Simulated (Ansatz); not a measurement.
**TiO2 under strain: ¹⁷O NMR of the central transition**

Cell: an entry of the Crystallography Open Database (COD), relaxed with PBE at fixed cell and then changed (z stretched by 2 %, ions relaxed).

```
Ti O
1.0
    -1.89210    1.89210    4.85245
     1.89210   -1.89210    4.85245
     1.89210    1.89210   -4.85245
Ti O
2 4
Direct
  0.00000 0.00000 0.00000
  0.75000 0.25000 0.50000
  0.20631 0.20631 0.00000
  0.95631 0.45631 0.50000
  0.54369 0.04369 0.50000
  0.79369 0.79369 0.00000
```

Atom numbers follow the list; atoms alike are taken as one site, whose name carries the number of the first.

Computed with Ansatz: DFT, PBE, plane waves and PAW, scalar-relativistic, 420 eV cutoff, Γ-centred 11×11×11 k-points, Fermi–Dirac smearing 0.02 eV.

¹⁷O has I = 5/2 and Q = -25.58 mb (Pyykkö 2018); at 11.7 T its Larmor frequency is ν₀ = 67.6 MHz. Only the quadrupole interaction is simulated: positions count from each site's isotropic chemical shift, and J coupling is left out, as are shift anisotropy and dipolar coupling, which fast spinning averages.

(1) Simulate the second-order pattern (fast magic-angle spinning, Gaussian broadening 0.009 kHz) of site O (3 Ti at 1.94–2.00 Å).

Answers

(1) The calculation gives C_Q = -1.18 MHz and η = 0.46, so ν_Q = 0.177 MHz and the centre of gravity lies at -1.97 ppm (-0.133 kHz).

offset (kHz), height and a bar:
```
  -0.3385          0 
  -0.3296          0 
  -0.3208          5 #
  -0.3119          9 ###
  -0.3031          9 ###
  -0.2942          9 ###
  -0.2853          9 ###
  -0.2765         10 ###
  -0.2676         10 ###
  -0.2587         10 ###
  -0.2499         19 ######
  -0.2410         31 #########
  -0.2322         33 ##########
  -0.2233         36 ###########
  -0.2144         38 ###########
  -0.2056         42 #############
  -0.1967         47 ##############
  -0.1878         59 ##################
  -0.1790        100 ##############################
  -0.1701         99 ##############################
  -0.1612         79 ########################
  -0.1524         72 ######################
  -0.1435         69 #####################
  -0.1347         69 #####################
  -0.1258         70 #####################
  -0.1169         73 ######################
  -0.1081         80 ########################
  -0.0992         99 ##############################
  -0.0903         97 #############################
  -0.0815         76 #######################
  -0.0726         66 ####################
  -0.0638         60 ##################
  -0.0549         56 #################
  -0.0460         52 ################
  -0.0372         49 ###############
  -0.0283         46 ##############
  -0.0194         41 ############
  -0.0106         14 ####
  -0.0017          0 
   0.0072          0
```
